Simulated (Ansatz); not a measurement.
V (bcc (W type)), relaxed and computed with several functionals in Ansatz (plane waves, PAW). Much of their spread follows the volume that each gives.

| functional | V (Å³/atom) | B₀ by P(V) fit (GPa) |
|---|---|---|
| LDA | 12.52 | 210 |
| PBE | 13.45 | 182 |
| r²SCAN | 13.28 | ? |
| PBEsol | 12.94 | 197 |

Problem. Fit a straight line to ln B₀ against ln V and predict the withheld value.

Solution. Least squares on the 3 shown rows: ln B₀ = -2.00 × ln V + (10.403), with a scatter of 0.1 %. For r²SCAN this gives 187. The run itself gave 192, a miss of 2.6 % of that, well beyond the scatter: the line misses something about this case.

All cells were relaxed under the symmetry of their starts (and spin orders); stability against distortions was not tested throughout. Named crystals with no word on spin ran without spin polarisation.

Potentials: the earlier of the program's two PAW sets. The files were generated under PBE; for other functionals the program regenerates the frozen cores, and for LDA and PBEsol the local potential too.

Ansatz (a first-principles code) is a plane-wave DFT program.
